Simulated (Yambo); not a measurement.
Ba₂NF (space group R-3m, No. 166) under isotropic strain of +1 % on all lattice vectors; a = 7.0523 Å, b = 7.0523 Å, c = 7.0523 Å, α = 32.81°, β = 32.81°, γ = 32.81°. With the G0W0 scissor the direct gap on the mesh is 1.77 eV. Axes are Cartesian, with cell vectors (Å) (1.99, 1.15, 6.67), (-1.99, 1.15, 6.67), (0.00, -2.30, 6.67).

### Question
Can the lowest exciton of this BSE run be trusted, and with what binding energy? (Yambo, PBEsol bands; 6×6×6 mesh, 3 valence and 9 conduction bands, static screening with 50 bands and a 4 Ry block, scissor 0.81 eV, Tamm-Dancoff.)

### Answer
No. The lowest state covers only about 7 of the 216 k points, so the mesh doesn't resolve it: its energy and its distance from the direct gap are mesh artefacts. An extended exciton needs a far denser mesh. The scissor comes from a G0W0 run whose convergence isn't established. 

Geometry strained from the cell relaxed with PBEsol, atoms relaxed again.

The structure is a Materials Project entry; no match was found in the copy of COD used, and its stability was not checked.
